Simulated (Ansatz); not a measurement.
IrS in the rocksalt structure

Method: r²SCAN, scalar-relativistic; no spin polarisation; PAW, 500 eV, 12×12×12 k-mesh, Gaussian smearing of 0.05 eV; code Ansatz; PAW files: Ansatz's generated set soft_2.

```cif
data_structure
_symmetry_space_group_name_H-M 'Fm-3m'
_symmetry_Int_Tables_number 225
_cell_length_a 4.9210
_cell_length_b 4.9210
_cell_length_c 4.9210
_cell_angle_alpha 90.000
_cell_angle_beta 90.000
_cell_angle_gamma 90.000
_cell_volume 119.17
loop_
_atom_site_label
_atom_site_type_symbol
_atom_site_symmetry_multiplicity
_atom_site_Wyckoff_symbol
_atom_site_fract_x
_atom_site_fract_y
_atom_site_fract_z
_atom_site_occupancy
Ir1 Ir 4 b 0.50000 0.00000 0.00000 1
S1 S 4 a 0.00000 0.00000 0.00000 1
```

The structure was built from a prototype; whether the compound forms in it isn't claimed.

The cell above was scaled in volume, its shape and atoms being fixed by the lattice's symmetry. Energies are counted from the cell above.

```csv
V (Å³/atom),ΔE (meV/atom),P from the stress (GPa)
14.300,16.01,8.96
14.598,3.84,4.21
14.896,0.00,0.00
15.194,3.55,-3.74
15.492,13.65,-7.06
15.939,39.51,-11.34
```

**Question.** Do the energies and the pressures agree? Compare −ΔE/ΔV between neighbouring points (1 meV/Å³ = 0.1602 GPa) with the mean of their pressures.

**Answer.** 
| interval (Å³/atom) | −ΔE/ΔV (GPa) | mean P (GPa) |
| --- | --- | --- |
| 14.30 to 14.60 | 6.5 | 6.6 |
| 14.60 to 14.90 | 2.1 | 2.1 |
| 14.90 to 15.19 | -1.9 | -1.9 |
| 15.19 to 15.49 | -5.4 | -5.4 |
| 15.49 to 15.94 | -9.3 | -9.2 |
They differ by 0.07 GPa at most.

**Question.** What do the two routes give for V0, B0 and B0′?

**Answer.** A third-order Birch–Murnaghan fit of the energies: V0 = 14.90 Å³/atom, B0 = 198 GPa, B0′ = 5.0. A polynomial of P in ln V, with B = −dP/d ln V at P = 0: V0 = 14.90 Å³/atom, B0 = 199 GPa, B0′ = 5.0.

B0·V0 = 198.5 GPa × 14.90 Å³ = 18.45 eV/atom sets the scale: near the minimum ΔE ≈ ½ B0 V0 x², with x = V/V0 − 1, and a pressure of 2.0 GPa squeezes the volume by about 1 %. At the ends of the curve: x = −4.0 % predicts 14.8 meV/atom and the run gives 16.0; x = +7.0 % predicts 45.2 meV/atom and the run gives 39.5. The curve is steeper than the parabola on the compressed side and flatter on the expanded side: the bulk modulus rises with pressure.

No spin–orbit coupling, a notable omission for heavy elements. The cell is a metal with an odd number of electrons, and spin polarisation wasn't tried. A displaced or strained copy of the relaxed cell lay 2.0 meV/atom lower, so the structure isn't a true minimum at this level, unless the mesh, which matters in a metal, makes it so.
